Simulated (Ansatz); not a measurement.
# LuZn3 (AuCu3-type structure)

Computed with Ansatz (plane waves, PAW, 420 eV cutoff): PBEsol, scalar-relativistic, no spin polarisation, Γ-centred 8×8×8 mesh, 0.05 eV Gaussian smearing. The datasets are Ansatz's generated set soft_2.

```
Lu Zn
1.0
     4.11047    0.00000    0.00000
     0.00000    4.11047    0.00000
     0.00000    0.00000    4.11047
Lu Zn
1 3
Direct
  0.00000 0.00000 0.00000
  0.00000 0.50000 0.50000
  0.50000 0.50000 0.00000
  0.50000 0.00000 0.50000
```

The structure was built from a prototype; whether the compound forms in it isn't claimed.

Path: Γ–X–M–Γ–R–X | R–M, with Γ = (0.000, 0.000, 0.000), X = (0.000, 0.500, 0.000), M = (0.500, 0.500, 0.000), R = (0.500, 0.500, 0.500) in reciprocal vectors of the calculation's cell.

Is it a metal or an insulator, and if it has a gap, where are the band edges on this path?

A metal: bands cross the Fermi level.

Levels between -5 and 3 eV from the Fermi level at the path's named points:
```tsv
point	below E_F (eV)	above E_F (eV)
Γ	-4.58 -4.58 -4.58 -4.57 -4.57 -4.57 -4.56 -0.95 -0.95	0.28 0.28 0.28
X	-4.58 -4.57 -4.57 -4.55 -4.55 -4.54 -4.54 -0.14 -0.14 -0.08	2.11
M	-4.59 -4.59 -4.56 -4.56 -4.56 -4.54 -4.53 -3.54 -3.54 -3.29	0.93 0.93
R	-4.62 -4.57 -4.57 -4.57 -4.56 -4.56 -4.56 -2.89 -2.89 -2.89 -2.24 -1.03 -1.03 -1.03
```

With 61 valence electrons in the calculation's cell and no magnetic order, the bands, two electrons each, can't all be full or empty: band theory demands a metal. (Only strong correlation, outside this picture, could make a Mott insulator of it.)

These numbers lack spin–orbit coupling.
